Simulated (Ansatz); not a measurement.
AlP:
```xyz
4
Lattice="3.6042 0.0000 0.0000 -1.8021 3.1213 0.0000 0.0000 0.0000 5.7761" Properties=species:S:1:pos:R:3 pbc="T T T"
Al     0.0000     0.0000     0.0000
Al     0.0000     0.0000     2.8880
P      0.0000     2.0809     1.4440
P      1.8021     1.0404     4.3320
```

Relaxed with PBE. Special points in fractions of this cell's reciprocal vectors: Γ (0.000, 0.000, 0.000); M (0.500, 0.000, 0.000); K (0.333, 0.333, 0.000); A (0.000, 0.000, 0.500); L (0.500, 0.000, 0.500); H (0.333, 0.333, 0.500).

Problem. List the band energies nearest the Fermi level at these points for PBE in the plane-wave PAW code Ansatz.

Solution. In eV from the Fermi level; about four levels below and three above (degenerate sets whole), none deeper than 8.9 eV; points with the same levels are listed once.

```tsv
k	below	above
Γ	-0.48 -0.48 -0.23 -0.23	0.58 2.66 2.97
M	-4.25 -3.41 -2.74 -0.44	1.19 2.08 3.27
K	-3.74 -3.74 -3.22 -3.22 -1.33	6.31 6.49 6.49
A	-0.27 -0.27 -0.27 -0.27	3.03 3.03 4.21 4.21 4.21 4.21
L	-1.93 -1.93 -1.91 -1.91	1.41 1.41 2.92 2.92
H	-5.24 -5.24 -0.46 -0.46	2.55 2.55 3.04 3.04
```

Space group P6_3/mmc (NiAs type). The start of the workflow was typed in or built on a structure type; neither database checked (COD, Materials Project) lists it. It is not the phase usual at ambient conditions (space group No. 216). The cell was relaxed with PBE under the symmetry of its start; its stability against distortions is not shown here.

Potentials: the earlier of the program's two PAW sets.
